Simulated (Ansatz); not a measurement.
Data:

La:
```cif
data_La
_chemical_formula_sum 'La1'
_space_group_name_H-M_alt 'P 1'
_space_group_IT_number 1
_cell_length_a 3.67628
_cell_length_b 3.67628
_cell_length_c 3.67628
_cell_angle_alpha 109.471
_cell_angle_beta 109.471
_cell_angle_gamma 109.471
loop_
_space_group_symop_operation_xyz
  'x, y, z'
loop_
_atom_site_label
_atom_site_type_symbol
_atom_site_fract_x
_atom_site_fract_y
_atom_site_fract_z
_atom_site_occupancy
La1 La 0.00000 0.00000 0.00000 1
```

This is the r²SCAN-relaxed structure.

Problem. All from the program Ansatz at the r²SCAN level (PAW), unless another level is named. Predict the bulk modulus (Birch–Murnaghan fit).

Solution. 250 kbar.

Problem. And the elastic constants (relaxed ions, GPa)?

Solution. C11 = -2.8, C12 = 39.3, C44 = 7.9.

Space group Im-3m (bcc (W type)). The cell is a constructed one: a structure type filled with these elements; the Crystallography Open Database copy checked does not list it. It is not the phase usual at ambient conditions (space group No. 194). The cell was relaxed with r²SCAN under the symmetry of its start. At this level the phase is mechanically unstable. As this level gives no gap, shear constants depend on the k-mesh and smearing (Fermi–Dirac, 0.1 eV here). Spin–orbit coupling is left out wherever it is not named.

Potentials: the later of the program's two PAW sets.
